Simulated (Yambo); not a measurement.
Material: K$_{2}$CO$_{3}$ (space group C2/c, No. 15); a = 5.742 Å, b = 5.742 Å, c = 6.706 Å, α = 95.34°, β = 95.34°, γ = 121.68° (12 atoms in the cell). The geometry is that of Materials Project entry mp-554072, symmetrised and not relaxed again.

With PBEsol (Quantum ESPRESSO, PseudoDojo norm-conserving, 84 Ry, scalar-relativistic), the gap between the mesh's edge points (Γ → Γ) is 4.010 eV.

Task: Estimate the G0W0 gap between the same points from Yambo (2×2×2 Γ-centred k mesh, 274 bands and a 7 Ry block in the screening, 274 bands in G with the Bruneval-Gonze terminator, plasmon pole fitted at 27.2 eV).

Result: The correction is 2.667 eV, giving 6.677 eV, 1.7 times the PBEsol value.  Nearest settings tried, and what they do to the gap: 180 bands in W, 180 bands in G: +27 meV; 6 Ry block (309 vectors against 399): -33 meV; 2×2×1 mesh: -45 meV. So the settings aren't converged at that level. The k mesh is coarse.
